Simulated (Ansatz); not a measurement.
**Is this Ru2Pt structure a true minimum?**

The cell was found from a structure generator's guess, not taken from experiment.

All numbers below come from Ansatz 0.2.0, DFT PBE, scalar-relativistic, plane waves, PAW. Cutoff 420 eV; k points 12×12×4 on the computed 6-atom cell (Γ-centred); Gaussian smearing, width 0.10 eV; no spin polarisation.

The cell below (6 atoms, space group P6_3/mmc (No. 194)) is relaxed within its symmetry.

```xyz
6
Lattice="2.7511 0.0000 0.0000 -1.3755 2.3825 0.0000 0.0000 0.0000 13.2202" Properties=species:S:1:pos:R:3 pbc="T T T"
Ru    0.0000    1.5883   12.2052
Ru    1.3755    0.7942    5.5951
Ru    0.0000    1.5883    7.6251
Ru    1.3755    0.7942    1.0150
Pt    1.3755    0.7942    9.9151
Pt    0.0000    1.5883    3.3050
```

For the test a repeat of it with 12 atoms (edges 2.75, 2.75, 26.44 Å) was strained at random (σ = 1.5 % a component), the atoms were moved at random (σ = 0.15 Å), and all was relaxed again on a coarse 12×12×1 mesh (in the run’s order of axes) with 0.20 eV smearing, with no symmetry imposed.

Spin–orbit coupling, which can matter for Pt, is left out.

Question: Does it come back?

Answer: It returns, within 1 meV/atom of the unmoved cell on that mesh and with the same symmetry when read at 0.1 Å (C2/c at 0.01 Å, so small strains and shifts remain). No instability shows in this cell; modes of other wave vectors, which need another repeat, aren't tested.
